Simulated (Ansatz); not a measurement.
## MnSnSbS$_{2}$ single point

The input, for Ansatz 0.2.0 (plane waves, PAW):

```yaml
crystal:
  lattice:
    - [0.0, 3.764558, 0.0]
    - [6.192473, -1.882279, 0.0]
    - [0.163529, 0.0, -9.368666]
  atoms:
    - { symbol: Mn, position: [0.0, 0.0, 0.5] }
    - { symbol: Sb, position: [0.291, 0.582, 0.8094] }
    - { symbol: Sb, position: [0.709, 0.418, 0.1906] }
    - { symbol: S, position: [0.924, 0.848, 0.757] }
    - { symbol: S, position: [0.076, 0.152, 0.243] }
    - { symbol: Sn, position: [0.366, 0.732, 0.4299] }
    - { symbol: Sn, position: [0.634, 0.268, 0.5701] }
    - { symbol: S, position: [0.36, 0.72, 0.04884] }
    - { symbol: S, position: [0.64, 0.28, 0.95116] }
    - { symbol: Mn, position: [0.0, 0.0, 0.0] }
  symmetry: { tolerance: 0.0003 }
kpoints:
  mp_grid: { grid: [7, 7, 3], shift: [0, 0, 0] }
  band_path:
    path:
      - [0.0, 0.0, 0.0]
      - [0.54621065, -0.27310532, 0.0]
      - [0.45378935, -0.72689468, 0.0]
      - [0.0, -0.5, 0.0]
      - [0.0, 0.0, 0.0]
      - [0.0, -0.5, -0.5]
      - [0.45485532, -0.72742766, -0.5]
      - [0.54514468, -0.27257234, -0.5]
      - [0.0, 0.0, -0.5]
      - [0.0, 0.0, 0.0]
      - [0.5, -0.5, -0.5]
    npoints: 6
magnetization:
  spin_polarized: false
scf:
  occupations: { method: fermi_dirac }
  lower_state_search: "off"
  max_iter: 200
hamiltonian:
  pseudopotentials: { kind: paw }
  xc: r2scan
basis:
  ecutwfc: 500
  fft_grid_basis: typed
output:
  forces: true
  stress: true
  eigenvalues: true
  bader: true
  populations: true
  elf: true
  write_potential: true
  volumetric_format: npy
  dos:
    e_range: [-12, 8]
    de: 0.05
    projected: { site_lists: { Mn: [Mn], S: [S], Sb: [Sb], Sn: [Sn] } }
checkpoint:
  read: saved_state
```

The saved state is an earlier solution for the same cell, perhaps on another mesh. 

Excerpt of what it printed:

```
Free energy (F): -36504.3591 eV
Harris-Foulkes:  -36504.3591 eV  (|F-HF|=8.51e-10)
Internal energy: -36504.0844 eV  (E = F + TS)
E sigma→0 (E₀):  -36504.2218 eV
Entropy (-TS):   -0.2747 eV (-27.473 meV/atom)
Fermi energy:    9.9186 eV
--- Per-component energies (eV) ---
  E_band       = -1168.6033
  E_kinetic    = 1824.1076
  E_local      = -10686.3605  (includes V_loc(G=0)·N_el)
  E_nonlocal   = 1265.5362
  E_hartree    = 4932.9877
  E_xc         = -1587.4743
  E_vxc        = -1110.3288  (∫ρ·V_xc dr)
  E_paw        = -22582.1489  (= ΣΔE_a)
  E_vpaw       = -2393.6897  (= ΣTr[D̂ρ^β])
  E_aug_tail   =  0.0000  (compensation charges beyond the density's cutoff)
  E_vtau       = 66.1562  (kinetic-family band-sum trace: ∫τ·v_τ [+ j·A + Jᵃ·Aᵃ] dr)
  E_ewald      = -9672.2096
  E_core_change = 1.4776  (= ΣΔE_core)
  E_smearing   = -0.2747  (= −TS)
--- Forces (eV/Å), atoms counted from 1 ---
  atom   1  Mn     0.0000     0.0000     0.0000
  atom   2  Sb    -0.9308     0.0000     1.0395
  atom   3  Sb     0.9308     0.0000    -1.0395
  atom   4  S      1.5361     0.0000     0.0615
  atom   5  S     -1.5361     0.0000    -0.0615
  atom   6  Sn     0.0682     0.0000    -0.0191
  atom   7  Sn    -0.0682     0.0000     0.0191
  atom   8  S      1.7628     0.0000    -0.4607
  atom   9  S     -1.7628     0.0000     0.4607
  atom  10  Mn     0.0000     0.0000     0.0000
--- Stress (GPa, compression-positive) ---
       -1.1235       0.0000      -2.2027
        0.0000      -4.3307       0.0000
       -2.2027       0.0000      -2.0258
  P = ⅓ Tr σ = -2.4934 GPa (-24.934 kbar)
--- Löwdin populations: 10 sites ---
  site symbol       q [e]
     0     Mn     14.6668
     1     Sb     14.2439
     2     Sb     14.2439
     3      S      6.3439
     4      S      6.3439
     5     Sn     14.0778
     6     Sn     14.0778
     7      S      6.4597
     8      S      6.4597
     9     Mn     14.4138
  spilling = 0.0060 (of n_electrons = 112.0000)
```

Origin: a known structure type with other elements, at an estimated volume, so it need not be a known compound. Caveats: no spin polarisation, so a magnetic state may lie lower; atoms or cell far from equilibrium.
